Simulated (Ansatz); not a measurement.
CdS (wurtzite)

```
CELL_PARAMETERS angstrom
      4.16356     0.00000     0.00000
     -2.08178     3.60575     0.00000
      0.00000     0.00000     6.76722
ATOMIC_POSITIONS crystal
  Cd 0.66667 0.33333 0.00099
  Cd 0.33333 0.66667 0.50099
  S  0.66667 0.33333 0.62421
  S  0.33333 0.66667 0.12421
```

Grid over V/V₀ and (c/a)/(c/a)₀, subscript 0 meaning the relaxed cell; the conventional c axis lies along z; no internal relaxation.

These are r2SCAN (plane waves to 500 eV, PAW, scalar-relativistic; Ansatz, a first-principles code) values and carry that method's errors. k mesh 9×9×5 (Γ-centred), Fermi-Dirac smearing 0.05 eV. Compression counts positive. As the atoms are clamped, bonds stretch with the cell, which overstates energies and stresses. CdS was relaxed with its symmetry unable to fall. 

Question: Predict the σzz − σxx (GPa) at all points of the grid V/V₀ = 0.920, 0.960, 1.000, 1.040, 1.080 by (c/a)/(c/a)₀ = 0.960, 0.980, 1.000, 1.020, 1.040.

Answer: σzz − σxx (GPa), with V/V₀ across and (c/a)/(c/a)₀ down:

```
(c/a)/(c/a)₀ \ V/V₀  0.920  0.960  1.000  1.040  1.080
-------------------  -----  -----  -----  -----  -----
0.960                  6.1    5.2    4.5    3.8    3.3
0.980                  2.9    2.5    2.1    1.8    1.6
1.000                  0.0    0.0    0.0    0.0    0.0
1.020                 -2.7   -2.3   -2.0   -1.7   -1.4
1.040                 -5.2   -4.4   -3.8   -3.2   -2.7
```

(Under strain, the slope of the energy per volume gives the stress and its curvature an elastic modulus.)
